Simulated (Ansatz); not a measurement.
As:
Space group R-3m, hexagonal axes (No. 166); a = b = 3.7825 Å, c = 10.0999 Å, α = β = 90.00°, γ = 120.00°

```csv
atom,site,symmetry,x,y,z
As,6c,3m,0.0000,0.0000,0.2302
```
(The calculation used a cell of 2 atoms; values per cell refer to that cell.)

Relaxed with PBEsol.

Problem. Which orbitals make up the states near the Fermi level in PBEsol (plane waves, PAW; program Ansatz)?

Solution. Within 0.5 eV of the Fermi level: As 4p 79 %, As 4s 18 %. Projections are on Löwdin-orthogonalised atomic valence shells; empty p or d shells of many metals are not among them.

Problem. Tabulate the density of states.

Solution. States/eV per cell of 2 atoms, in 0.25 eV bins, energy from the Fermi level.

| E (eV) | total | As 4p | As 4s |
|---|---|---|---|
| -7.85 | 0.17 | 0.04 | 0.13 |
| -7.60 | 0.15 | 0.03 | 0.11 |
| -7.35 | 0.12 | 0.03 | 0.09 |
| -7.10 | 0.10 | 0.02 | 0.08 |
| -6.85 | 0.08 | 0.01 | 0.06 |
| -6.60 | 0.06 | 0.01 | 0.05 |
| -6.35 | 0.61 | 0.54 | 0.07 |
| -6.10 | 0.75 | 0.69 | 0.06 |
| -5.85 | 0.71 | 0.67 | 0.05 |
| -5.60 | 0.69 | 0.66 | 0.03 |
| -5.35 | 0.74 | 0.70 | 0.04 |
| -5.10 | 0.80 | 0.76 | 0.04 |
| -4.85 | 0.89 | 0.84 | 0.05 |
| -4.60 | 0.99 | 0.93 | 0.05 |
| -4.35 | 1.20 | 1.13 | 0.06 |
| -4.10 | 1.28 | 1.21 | 0.06 |
| -3.85 | 1.27 | 1.19 | 0.07 |
| -3.60 | 1.26 | 1.18 | 0.08 |
| -3.35 | 1.26 | 1.17 | 0.08 |
| -3.10 | 1.28 | 1.18 | 0.09 |
| -2.85 | 1.29 | 1.18 | 0.09 |
| -2.60 | 1.30 | 1.19 | 0.10 |
| -2.35 | 1.33 | 1.20 | 0.11 |
| -2.10 | 1.27 | 1.14 | 0.11 |
| -1.85 | 1.04 | 0.91 | 0.11 |
| -1.60 | 0.92 | 0.79 | 0.12 |
| -1.35 | 0.88 | 0.75 | 0.12 |
| -1.10 | 0.74 | 0.62 | 0.11 |
| -0.85 | 0.61 | 0.50 | 0.09 |
| -0.60 | 0.50 | 0.41 | 0.08 |
| -0.35 | 0.32 | 0.25 | 0.06 |
| -0.10 | 0.15 | 0.12 | 0.03 |
| 0.15 | 0.13 | 0.10 | 0.03 |
| 0.40 | 0.47 | 0.37 | 0.07 |
| 0.65 | 1.07 | 0.88 | 0.15 |
| 0.90 | 1.32 | 1.10 | 0.17 |
| 1.15 | 1.33 | 1.12 | 0.15 |
| 1.40 | 1.15 | 0.98 | 0.12 |
| 1.65 | 1.17 | 0.97 | 0.10 |
| 1.90 | 1.33 | 1.04 | 0.10 |
| 2.15 | 1.57 | 1.19 | 0.10 |
| 2.40 | 1.61 | 1.23 | 0.10 |
| 2.65 | 1.24 | 1.00 | 0.07 |
| 2.90 | 0.89 | 0.76 | 0.05 |
| 3.15 | 1.00 | 0.86 | 0.04 |
| 3.40 | 1.04 | 0.88 | 0.04 |
| 3.65 | 1.20 | 0.95 | 0.04 |
| 3.90 | 1.29 | 0.95 | 0.04 |
| 4.15 | 1.09 | 0.82 | 0.03 |
| 4.40 | 0.88 | 0.68 | 0.03 |
| 4.65 | 0.76 | 0.59 | 0.02 |

The cell was relaxed with PBEsol under the symmetry of its start. Spin–orbit coupling is left out wherever it is not named.

Potentials: the earlier of the program's two PAW sets. The files were generated under PBE; for other functionals the program regenerates the frozen cores, and for LDA and PBEsol the local potential too.
